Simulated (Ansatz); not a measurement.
ZnSnN2:
```xyz
16
Lattice="5.8466 0.0000 0.0000 0.0000 6.7329 0.0000 0.0000 0.0000 5.4740" Properties=species:S:1:pos:R:3 pbc="T T T"
Zn     3.4067     5.8911     5.4675
Zn     2.4400     0.8418     2.7305
Zn     5.3633     2.5246     2.7305
Zn     0.4833     4.2082     5.4675
Sn     3.4381     2.5254     5.4698
Sn     2.4085     4.2075     2.7328
Sn     5.3318     5.8918     2.7328
Sn     0.5148     0.8410     5.4698
N      3.4058     2.5207     2.0706
N      2.4408     4.2122     4.8076
N      5.3642     5.8871     4.8076
N      0.4825     0.8457     2.0706
N      3.3908     5.8959     2.0456
N      2.4558     0.8369     4.7826
N      5.3791     2.5295     4.7826
N      0.4675     4.2034     2.0456
```

This is the r²SCAN-relaxed structure. Cartesian axes are those of the cell as given.

Q: All from r²SCAN in the plane-wave PAW code Ansatz, unless another level is named. Give the Hill bulk and shear moduli.

A: 151 and 70.3 GPa.

Q: Predict the elastic constants (relaxed ions, GPa).

A: C11 = 259, C22 = 247, C33 = 277, C12 = 112, C13 = 89.7, C23 = 87.4, C44 = 62.2, C55 = 59.5, C66 = 69.9.

Space group Pna2_1. Symmetry was held in the r²SCAN relaxation. Scalar-relativistic: spin–orbit coupling is off unless named, which matters more the heavier the elements.

Potentials: the later of the program's two PAW sets.
